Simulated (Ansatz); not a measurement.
Run on bcc Mo (111), 1 layer: DFT, PBE, all-electron LAPW, scalar-relativistic (Ansatz 0.2.0).

The slab is cut from a bulk crystal relaxed on PAW files (its atoms may have been relaxed since).

Command: `ansatz run input.yaml --threads 1 --pin off --max-ram 3584MiB --backend cpu --events-out ev --progress --plain --runs-dir out` It took 3.1 s on 1 thread of Intel(R) Xeon(R) Platinum 8488C (Sapphire Rapids), on a shared host, peak memory 0.27 GiB.

```yaml
crystal:
  lattice:
    - [4.4701026544, 0.0, 0.0]
    - [-2.2350513272, 3.8712224563, 0.0]
    - [0.0, 0.0, 16.0]
  atoms:
    - { symbol: Mo, position: [0.0, 0.0, 0.5] }
kpoints:
  mp_grid: { grid: [10, 10, 1] }
scf:
  occupations: { method: fermi_dirac, width: 0.1 }
hamiltonian:
  xc: pbe
  pseudopotentials: { kind: all_electron, lapw: { basis_error: 0.001 } }
output:
  forces: true
  stress: true
  eigenvalues: true
  populations: true
  dos: { projected: true, de: 0.2, e_range: [-14, 8] }
efield:
  axis: 3
  amplitude: 0
  dipole_correction: true
```

Output:

```
Mo: projections on atomic orbitals take those of the free atom 1s2 2s2 2p6 3s2 3p6 3d10 4s2 4p6 4d5 5s1, of charge +0.00 (hamiltonian.pseudopotentials.projection_atoms)
LAPW: plane waves up to 4.651 Å⁻¹, error target 1.0e-3 eV per atom; small_component_spin mean_spin; Mo in spheres of 2.235 Å, 14 of its electrons in bands, Dirac shells [] (how accurate: hamiltonian.pseudopotentials.lapw.basis_error, Limitations)
Engine: ansatz 0.2.0
Pseudopotentials: kind: all_electron
Pseudopotential: Mo, LAPW, valence charge 14, lapw/all_electron/scalar/gaussian/Mo, Koelling and Harmon's equation, gaussian nucleus
Functional definition: PBE
  parameter kappa = 0.804
  parameter beta = 0.06672455060314922
  exchange = pbe_x(kappa = kappa, mu = beta*pi^2/3)
  correlation = pbe_c(beta = beta)
Crystal: 1 atoms, lattice volume = 276.876 Å³
Basis set: ecut = 82.41464055175835 eV, 485 PW (Γ), exchange–correlation at level 2
Bands: 11, of which v1, the nominal top of the filled ones, is band 7 counted from 1 (6 counted from 0)
Symmetry: 12 space group operations
k-points: 14 of 100
Non-local potential: Mo, projectors of the file, none
Initial density: superposition of atomic densities (neutral atoms: chi_scale 0, normalization atom)
Initial wavefunctions: plane waves of lowest kinetic energy (no species holds an atomic orbital)
Functional: x = pbe(κ = 0.804, μ = 0.2195149727645171), c = pbe(β = 0.06672455060314922)
iter 1 solved again at ethr=7.60e-4 eV; its pass at ethr=1.00e-1 eV (dr2=1.06e-1 eV) is discarded
SCF iter   1: F=—  HF=-110169.388846 eV  |F-HF|=—  |Δ(HF+E_count)|=         —  Δρ=4.00e-3  dr2=1.08e-1  ethr=7.60e-4  p=0.000 e·Å  D=8.68e-16 V/Å  ΔV_dip=-0.00 eV  dr2_dipole=2.51e-29  V_vac-E_F(+/−)=3.85/3.85 eV  ⟨swp⟩=2.9  Hψ=1115  notcnv=0
efield: sawtooth ramp at fractional position 0.9500 (placed from the atoms, in the widest stretch of the axis that holds none; the zero of the levels goes with the place), width 0.1000; the density the first Hamiltonian is built on has a dipole p = 0.000 e·Å; the dipole correction subtracts the counter field D = 7.72e-15 V/Å, which shifts the + side's vacuum level by -0.00 eV against the − side's; the planar-averaged density in the ramp window peaks in size at 6.3e-7 e/Å³
preconditioner: auto → LDOS  [metal: Δε(μ)=0.014 eV  Ē_g=1.190 eV  σ=0.100 eV  W_gap=0.03  n_scr=14 (ndim 8)  ℏωp=5.5 eV  f_vac=0.692  D(μ)=14.27/eV (n_scr^D=134)  β→1.0]
SCF iter   2: F=—  HF=-110169.380118 eV  |F-HF|=—  |Δ(HF+E_count)|=   8.73e-3  Δρ=5.30e-3  dr2=2.55e-1  ethr=7.60e-4  p=0.000 e·Å  D=6.74e-13 V/Å  ΔV_dip=-0.00 eV  dr2_dipole=5.86e-24  V_vac-E_F(+/−)=4.23/4.23 eV  ⟨swp⟩=3.0  Hψ=604  notcnv=0
SCF iter   3: F=—  HF=-110169.159515 eV  |F-HF|=—  |Δ(HF+E_count)|=   2.21e-1  Δρ=1.79e-3  dr2=1.82e-2  ethr=7.60e-4  p=-0.000 e·Å  D=-8.68e-12 V/Å  ΔV_dip=0.00 eV  dr2_dipole=1.03e-21  V_vac-E_F(+/−)=4.21/4.21 eV  ⟨swp⟩=2.0  Hψ=541  notcnv=0
SCF iter   4: F=—  HF=-110169.188350 eV  |F-HF|=—  |Δ(HF+E_count)|=   2.88e-2  Δρ=1.34e-3  dr2=1.16e-2  ethr=1.30e-4  p=0.000 e·Å  D=3.38e-10 V/Å  ΔV_dip=-0.00 eV  dr2_dipole=1.51e-18  V_vac-E_F(+/−)=4.15/4.15 eV  ⟨swp⟩=3.0  Hψ=577  notcnv=0
SCF iter   5: F=—  HF=-110169.199628 eV  |F-HF|=—  |Δ(HF+E_count)|=         —  Δρ=6.42e-4  dr2=3.53e-3  ethr=8.28e-5  p=-0.000 e·Å  D=-3.36e-8 V/Å  ΔV_dip=0.00 eV  dr2_dipole=1.39e-14  V_vac-E_F(+/−)=4.26/4.26 eV  ⟨swp⟩=3.0  Hψ=553  notcnv=0
the basis was enlarged: its passes take 113.7 KiB over the memory plan, 1 of 1 planned eigensolver slots
iter 6 solved again at ethr=1.98e-6 eV; its pass at ethr=2.52e-5 eV (dr2=2.78e-4 eV) is discarded
SCF iter   6: F=—  HF=-110169.202890 eV  |F-HF|=—  |Δ(HF+E_count)|=   3.26e-3  Δρ=1.46e-4  dr2=2.76e-4  ethr=1.98e-6  p=0.000 e·Å  D=2.49e-8 V/Å  ΔV_dip=-0.00 eV  dr2_dipole=3.07e-14  V_vac-E_F(+/−)=4.36/4.36 eV  ⟨swp⟩=2.0  Hψ=907  notcnv=0
SCF iter   7: F=—  HF=-110169.203224 eV  |F-HF|=—  |Δ(HF+E_count)|=   3.34e-4  Δρ=4.98e-5  dr2=1.23e-5  ethr=1.97e-6  p=-0.000 e·Å  D=-7.64e-9 V/Å  ΔV_dip=0.00 eV  dr2_dipole=9.14e-14  V_vac-E_F(+/−)=4.39/4.39 eV  ⟨swp⟩=3.0  Hψ=573  notcnv=0
SCF iter   8: F=—  HF=-110169.203220 eV  |F-HF|=—  |Δ(HF+E_count)|=   3.50e-6  Δρ=1.08e-5  dr2=6.10e-7  ethr=8.76e-8  p=0.000 e·Å  D=3.75e-8 V/Å  ΔV_dip=-0.00 eV  dr2_dipole=7.61e-14  V_vac-E_F(+/−)=4.40/4.40 eV  ⟨swp⟩=3.0  Hψ=573  notcnv=0
SCF iter   9: F=-110169.203223 eV  HF=-110169.203223 eV  |F-HF|=3.79e-7  |Δ(HF+E_count)|=   2.57e-6  Δρ=2.65e-6  dr2=4.31e-8  ethr=4.36e-9  p=-0.000 e·Å  D=-2.37e-8 V/Å  ΔV_dip=0.00 eV  dr2_dipole=1.73e-13  V_vac-E_F(+/−)=4.40/4.40 eV  ⟨swp⟩=3.0  Hψ=595  notcnv=0
SCF 1 converged in 9 iterations: F = -110169.203223 eV  dr2 = 4.31e-8
SCF converged after 9 iterations
Free energy (F): -110169.203223 eV
Harris-Foulkes:  -110169.203223 eV  (|F-HF|=3.79e-7)
Internal energy: -110168.709912 eV  (E = F + TS)
E sigma→0 (E₀):  -110168.956568 eV
Entropy (-TS):   -0.493311 eV (-493.311 meV/atom)
Fermi energy:    -2.681603 eV
Dipole field:    D = -0.000000 V/Å  (p = -0.000000 e·Å, saw-weighted, corrected)
Work function:   Φ+ = 4.4037 eV   Φ− = 4.4037 eV
Levels:          The Fermi level and band energies are counted from a zero that moves with the ramp; work functions are not
--- Per-component energies (eV) ---
  E_band       = -370.743775
  E_kinetic    = 114161.220675
  E_xc         = -3363.613261
  E_efield     = 0.000000  (sawtooth field / dipole correction)
  E_electrostatic = -220966.317326  (all electrons and nuclei)
  E_smearing   = -0.493311  (= −TS)
  E_closure    = 0.000000  (closes the sum)
  E_atoms      = -110166.923224  (free atoms, spherical and without spin; not in F)
  Σ components = -110169.203223   (vs F -110169.203223, Δ=0.00e0)
  Basis errors (estimates in eV, not in F): energy 3.6e-4 per atom: plane waves 3.5e-4 (2.2e-4 summed), levels above the bands 1.6e-17, relativity 7.1e-8, radial functions 8.2e-6, core shells 6.0e-10; eigenvalues (radial functions only) 1.3e-6; not estimated: angular momenta, meshes, grids; target (lapw.basis_error) 1.0e-3; muffin-tin radii Mo 2.235 Å
--- Forces (eV/Å), atoms counted from 1 ---
  atom   1  Mo     0.00000000     0.00000000    -0.00000029
  max |Σ_I F_I| component: 2.86e-7 eV/Å
--- Stress (GPa, compression-positive) ---
       -2.237178       0.000000       0.000000
        0.000000      -2.237178       0.000000
        0.000000       0.000000       0.000112
  P = ⅓ Tr σ = -1.4914 GPa (-14.914 kbar)
--- Band table (eV; the first three rows and the last of 14) ---
  k-point 0: bands = ["-63.5756", "-37.6723", "-37.6549", "-37.6549", "-4.2870", "-2.7845", "-2.7362", "-2.7362", "-2.4778", "-2.4778", "-0.6467"]
  k-point 1: bands = ["-63.5755", "-37.6722", "-37.6554", "-37.6551", "-4.1728", "-2.7719", "-2.7590", "-2.6941", "-2.5336", "-2.4855", "-0.5026"]
  k-point 2: bands = ["-63.5755", "-37.6721", "-37.6565", "-37.6553", "-3.8473", "-2.8022", "-2.7345", "-2.6569", "-2.5791", "-2.5055", "-0.1155"]
  k-point 13: bands = ["-63.5754", "-37.6718", "-37.6584", "-37.6576", "-2.8291", "-2.7965", "-2.7117", "-2.7064", "-2.6279", "-1.2361", "0.2074"]
--- Löwdin populations: 1 site ---
  site symbol       q [e]
     0     Mo     41.9632
  spilling = 0.000875 (of n_electrons = 42.000000)
```

populations.tsv:

```
# site	symbol	l	j	q
# orbitals = lowdin
# n_electrons = 42.000000
# spilling = 0.000875
# projection_atom_Mo: 1s2 2s2 2p6 3s2 3p6 3d10 4s2 4p6 4d5 5s1
0	Mo	0_1S	-	2.000000
0	Mo	0_2S	-	1.999998
0	Mo	0_3S	-	1.999972
0	Mo	0_4S	-	1.999342
0	Mo	0_5S	-	1.026181
0	Mo	1_2P	-	6.000000
0	Mo	1_3P	-	5.999999
0	Mo	1_4P	-	5.999628
0	Mo	2_3D	-	10.000000
0	Mo	2_4D	-	4.938129
```

Next run (spin-orbit coupling on), as changes to the input before:

```diff
   eigenvalues: true
-  populations: true
-  dos: { projected: true, de: 0.2, e_range: [-14, 8] }
 efield:
   dipole_correction: true
+magnetization:
+  noncollinear: true
+  spin_orbit: true
```

Results part of the output:

```
SCF 1 converged in 9 iterations: F = -110185.215550 eV  dr2 = 2.69e-8
SCF converged after 9 iterations
Magnetization: |M| = 0.0000 μB,  M = (+0.0000, +0.0000, +0.0000) μB
Absolute magnetization: 0.0000 μB (∫|m|)
  site 0: m = (+0.0000, +0.0000, +0.0000) μB, |m| = 0.0000 μB  (R = 2.24 Å)
Free energy (F): -110185.215550 eV
Harris-Foulkes:  -110185.215550 eV  (|F-HF|=1.91e-7)
Internal energy: -110184.777938 eV  (E = F + TS)
E sigma→0 (E₀):  -110184.996744 eV
Entropy (-TS):   -0.437612 eV (-437.612 meV/atom)
Fermi energy:    -2.661346 eV
Dipole field:    D = 0.000001 V/Å  (p = 0.000001 e·Å, saw-weighted, corrected)
Work function:   Φ+ = 4.3837 eV   Φ− = 4.3837 eV
Levels:          The Fermi level and band energies are counted from a zero that moves with the ramp; work functions are not
--- Per-component energies (eV) ---
  E_band       = -370.769661
  E_kinetic    = 114242.246209
  E_xc         = -3364.575077
  E_efield     = 0.000000  (sawtooth field / dipole correction)
  E_electrostatic = -221062.449070  (all electrons and nuclei)
  E_smearing   = -0.437612  (= −TS)
  E_closure    = 0.000000  (closes the sum)
  E_atoms      = -110182.842447  (free atoms, spherical and without spin; not in F)
  Σ components = -110185.215550   (vs F -110185.215550, Δ=0.00e0)
  Basis errors (estimates in eV, not in F): energy 3.7e-4 per atom: plane waves 3.5e-4 (2.2e-4 summed), levels above the bands 1.8e-17, relativity 1.1e-7, radial functions 2.0e-5, core shells 6.5e-10; eigenvalues (radial functions only) 1.2e-6; not estimated: angular momenta, meshes, grids; target (lapw.basis_error) 1.0e-3; muffin-tin radii Mo 2.235 Å
--- Forces (eV/Å), atoms counted from 1 ---
  atom   1  Mo     0.00000000     0.00000000     0.00000777
  max |Σ_I F_I| component: 7.77e-6 eV/Å
--- Stress (GPa, compression-positive) ---
       -2.191437       0.000000       0.000000
        0.000000      -2.191437       0.000000
        0.000000       0.000000       0.000112
  P = ⅓ Tr σ = -1.4609 GPa (-14.609 kbar)
--- Band table (eV; the first three rows and the last of 14) ---
  k-point 0: bands = ["-63.5259", "-63.5259", "-39.3355", "-39.3355", "-36.8466", "-36.8466", "-36.8347", "-36.8347", "-4.2854", "-4.2854", "-2.8203", "-2.8203", "-2.8001", "-2.8001", "-2.6333", "-2.6333", "-2.4674", "-2.4674", "-2.3927", "-2.3927", "-0.6485", "-0.6485"]
  k-point 1: bands = ["-63.5259", "-63.5259", "-39.3356", "-39.3356", "-36.8467", "-36.8467", "-36.8350", "-36.8350", "-4.1712", "-4.1712", "-2.8181", "-2.8181", "-2.7918", "-2.7918", "-2.6191", "-2.6191", "-2.5002", "-2.5002", "-2.4170", "-2.4170", "-0.5038", "-0.5038"]
  k-point 2: bands = ["-63.5258", "-63.5258", "-39.3360", "-39.3360", "-36.8469", "-36.8469", "-36.8358", "-36.8358", "-3.8457", "-3.8457", "-2.8310", "-2.8310", "-2.7809", "-2.7809", "-2.5926", "-2.5926", "-2.5379", "-2.5379", "-2.4391", "-2.4391", "-0.1159", "-0.1159"]
  k-point 13: bands = ["-63.5257", "-63.5257", "-39.3370", "-39.3370", "-36.8475", "-36.8475", "-36.8382", "-36.8382", "-2.8782", "-2.8782", "-2.8298", "-2.8298", "-2.6856", "-2.6856", "-2.6304", "-2.6304", "-2.5598", "-2.5598", "-1.2283", "-1.2283", "0.2063", "0.2063"]
```
